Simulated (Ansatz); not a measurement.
Ni (fcc (Cu type), Fm-3m) at seven volumes, DFT-PBE+D3(BJ) in the program Ansatz with PAW potentials, scaled uniformly. One row is withheld.

```
V (Å³/atom)  P (GPa)
-----------  -------
9.574              ?
9.890          15.83
10.205          7.21
10.521          0.00
10.836         -6.02
11.152        -10.98
11.468        -14.95
```

Task: Fit the shown pressures and predict the withheld one.

Result: P = (3/2)B₀(x^(7/2) − x^(5/2))[1 + (3/4)(B′ − 4)(x − 1)] with x = (V₀/V)^(2/3). Least squares on the six rows gives V₀ = 10.519 Å³/atom, B₀ = 218 GPa, B′ = 5.30. At V = 9.574, x = 1.0648 and P = 26.34 GPa. The run itself gave 26.12 GPa.

The PBE+D3(BJ) relaxation kept the symmetry of its start. Spin order of the final state: ferromagnetic, chosen from 3 collinear starts compared on coarse meshes (ties went to the first, and starts can fall back to one state), not a proven ground state. Textbook magnetic order: ferromagnetic. The pairwise dispersion correction was not fitted to metals.

Potentials: the later of the program's two PAW sets.
